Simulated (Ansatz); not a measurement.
ZnS:
```
ZnS
1.0
    3.74195     0.00000     0.00000
   -1.87097     3.24062     0.00000
    0.00000     0.00000    24.51571
Zn S
8 8
Cartesian
  0.00000   2.16041   3.06654
  0.00000   0.00000   0.00810
  1.87097   1.08021  15.31887
  1.87097   1.08021  21.45864
  0.00000   0.00000  18.38928
  0.00000   2.16041   9.19673
  0.00000   0.00000  12.25505
  1.87097   1.08021   6.13047
  1.87097   1.08021   8.42847
  1.87097   1.08021  23.75555
  0.00000   2.16041   5.35947
  0.00000   0.00000  14.54799
  0.00000   0.00000   2.30027
  0.00000   0.00000  20.68578
  0.00000   2.16041  11.48879
  1.87097   1.08021  17.61657
```

Relaxed with LDA. Special points in fractions of this cell's reciprocal vectors: Γ (0.000, 0.000, 0.000); M (0.500, 0.000, 0.000); K (0.333, 0.333, 0.000); A (0.000, 0.000, 0.500); L (0.500, 0.000, 0.500); H (0.333, 0.333, 0.500).

Problem. List the band energies nearest the valence-band maximum at these points for LDA (plane waves, PAW; program Ansatz).

Solution. In eV from the valence-band maximum; about four levels below and three above (degenerate sets whole), none deeper than 8.9 eV; points with the same levels are listed once.

```tsv
k	below	above
Γ	-0.16 -0.16 -0.05 0.00 0.00	2.16 2.99 3.07
M	-1.34 -1.23 -1.23 -0.97	3.14 3.16 3.43
K	-1.85 -1.71 -1.69 -1.64	4.06 4.32 4.40
A	-0.05 -0.05 -0.04 -0.04	2.46 2.50 3.07
L	-1.50 -1.49 -1.24 -1.05 -1.04	3.11 3.18 3.32
H	-1.98 -1.71 -1.64 -1.60	4.15 4.20 4.22
```

Space group P3m1. The first step of the workflow began from a Materials Project structure, measured or hypothetical; the Crystallography Open Database files this formula in space group No. 156, but the cells were not matched. It is not the phase usual at ambient conditions (space group No. 186, 216). The cell was relaxed with LDA under the symmetry of its start; phonons on a q-mesh show no instability.

Potentials: the later of the program's two PAW sets.
